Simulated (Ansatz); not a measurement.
**ZrOs under compression and expansion**

```cif
data_structure
_symmetry_space_group_name_H-M 'Pm-3m'
_symmetry_Int_Tables_number 221
_cell_length_a 3.2630
_cell_length_b 3.2630
_cell_length_c 3.2630
_cell_angle_alpha 90.000
_cell_angle_beta 90.000
_cell_angle_gamma 90.000
_cell_volume 34.74
loop_
_atom_site_label
_atom_site_type_symbol
_atom_site_symmetry_multiplicity
_atom_site_Wyckoff_symbol
_atom_site_fract_x
_atom_site_fract_y
_atom_site_fract_z
_atom_site_occupancy
Zr1 Zr 1 b 0.50000 0.50000 0.50000 1
Os1 Os 1 a 0.00000 0.00000 0.00000 1
```

The runs use the primitive cell with vectors (3.263, 0.000, 0.000), (0.000, 3.263, 0.000), (0.000, 0.000, 3.263) Å, to which the k mesh refers.

It takes space group Pm-3m (No. 221, cubic). Conventional cell: a = 3.263 Å, b = 3.263 Å, c = 3.263 Å, α = 90.00°, β = 90.00°, γ = 90.00°. Zr (site symmetry m-3m) has 8 Os at 2.83 Å as nearest neighbours. Around Os (site symmetry m-3m) lie 8 Zr at 2.83 Å.

The geometry is COD entry 1523503, unchecked; take it as a test cell.

Spin–orbit coupling is left out, though it moves levels of the heavy atoms by tenths of an eV or more.

Methods: DFT, LDA, all-electron LAPW, scalar-relativistic (Ansatz 0.2.0); DFT, LDA, PAW with Ansatz's default frozen-core files, scalar-relativistic (Ansatz 0.2.0).

For LAPW: a Γ-centred 13×13×13 k mesh, Fermi–Dirac smearing of 0.03 eV, basis error target 0.25 meV/atom, no spin polarisation. PAW takes a cutoff of 420 eV at this cell (files made with PBE, cores remade for this functional). The Ansatz runs share mesh, smearing and spin set-up. Plane-wave (PAW) pressures include the program's estimate of the Pulay term.

The cell above is scaled evenly, with fractional coordinates and shape held.

```json
{"V/V(cell)": "0.9400", "V (Å³/atom)": "16.329", "P, LAPW (GPa)": "6.91", "P, PAW (GPa)": "6.89", "free energy over the lowest listed, PAW (meV/atom)": "9.1"}
{"V/V(cell)": "0.9600", "V (Å³/atom)": "16.676", "P, LAPW (GPa)": "1.60", "P, PAW (GPa)": "1.58", "free energy over the lowest listed, PAW (meV/atom)": "0.0"}
{"V/V(cell)": "0.9800", "V (Å³/atom)": "17.023", "P, LAPW (GPa)": "-3.15", "P, PAW (GPa)": "-3.16", "free energy over the lowest listed, PAW (meV/atom)": "1.8"}
{"V/V(cell)": "0.9900", "V (Å³/atom)": "17.197", "P, LAPW (GPa)": "-5.34", "P, PAW (GPa)": "-5.36", "free energy over the lowest listed, PAW (meV/atom)": "6.4"}
{"V/V(cell)": "1.0000", "V (Å³/atom)": "17.371", "P, LAPW (GPa)": "-7.43", "P, PAW (GPa)": "-7.45", "free energy over the lowest listed, PAW (meV/atom)": "13.4"}
{"V/V(cell)": "1.0100", "V (Å³/atom)": "17.545", "P, LAPW (GPa)": "-9.42", "P, PAW (GPa)": "-9.44", "free energy over the lowest listed, PAW (meV/atom)": "22.6"}
{"V/V(cell)": "1.0200", "V (Å³/atom)": "17.718", "P, LAPW (GPa)": "-11.29", "P, PAW (GPa)": "-11.31", "free energy over the lowest listed, PAW (meV/atom)": "33.8"}
{"V/V(cell)": "1.0400", "V (Å³/atom)": "18.066", "P, LAPW (GPa)": "?", "P, PAW (GPa)": "?", "free energy over the lowest listed, PAW (meV/atom)": "?"}
{"V/V(cell)": "1.0600", "V (Å³/atom)": "18.413", "P, LAPW (GPa)": "-17.85", "P, PAW (GPa)": "-17.87", "free energy over the lowest listed, PAW (meV/atom)": "97.6"}
```

Fill in the row V/V(cell) = 1.0400.

P, LAPW (GPa) = -14.75, P, PAW (GPa) = -14.77, free energy over the lowest listed, PAW (meV/atom) = 62.2.

What do Birch–Murnaghan fits to the pressures give?

LAPW: V0 = 16.79 Å³/atom, B0 = 234 GPa, B0′ = 4.2; PAW: V0 = 16.79 Å³/atom, B0 = 234 GPa, B0′ = 4.2.

PAW's V0 lies -0.01 % from the all-electron value and its B0 0.1 %. Symmetry fixes shape and coordinates here, so this is the relaxed modulus.
